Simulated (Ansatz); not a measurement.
Relaxed-ion elastic tensor of BaTiO$_{3}$ (cubic perovskite, Pm-3m) in GPa (Voigt order), the program Ansatz at the LDA level (PAW); density 6.36 g/cm³, 12.18 Å³ per atom.

```
349  119  119  0.0  0.0  0.0
119  349  119  0.0  0.0  0.0
119  119  349  0.0  0.0  0.0
0.0  0.0  0.0  132  0.0  0.0
0.0  0.0  0.0  0.0  132  0.0
0.0  0.0  0.0  0.0  0.0  132
```

Problem. Is the crystal mechanically stable?

Solution. Yes: the smallest eigenvalue of C is 132 GPa.

Problem. Work out the Voigt, Reuss and Hill averages.

Solution. K_V = 196, K_R = 196, K_H = 196; G_V = 125, G_R = 125, G_H = 125 GPa.

Problem. Give Young's modulus, Poisson's ratio, Pugh's ratio and the universal anisotropy index.

Solution. E = 9KG/(3K + G) = 309 GPa; ν = 0.24; K/G = 1.57 (brittle by the Pugh limit of 1.75); A_U = 5G_V/G_R + K_V/K_R − 6 = 0.02.

Problem. Estimate the sound speeds and the Debye temperature.

Solution. v_l = √((K + 4G/3)/ρ) = 7550 m/s, v_t = √(G/ρ) = 4440 m/s, mean 4920 m/s; Θ = (h/k)(3n/4πV)^(1/3) v_m = 636 K.

Problem. Give the Zener ratio and Young's modulus along [100], [110] and [111].

Solution. A = 2C44/(C11 − C12) = 1.15; 1/E = S11 − 2(S11 − S12 − S44/2)Γ with Γ = 0, 1/4, 1/3 gives 289, 314, 324 GPa.

Problem. Solve the Christoffel equation for the three sound speeds along [100], [110], [111].

Solution. Eigenvalues of C_ijkl n_j n_l equal ρv². In km/s, slowest first: [100] 4.56, 4.56, 7.41; [110] 4.25, 4.56, 7.59; [111] 4.36, 4.36, 7.65.

This is a known high-temperature phase of the composition, computed here at zero pressure and temperature. The LDA relaxation kept the symmetry of its start. At this level the phase is dynamically unstable (imaginary phonons). The run is not spin-polarised. Scalar-relativistic: spin–orbit coupling is off unless named, which matters more the heavier the elements.

Potentials: the later of the program's two PAW sets.
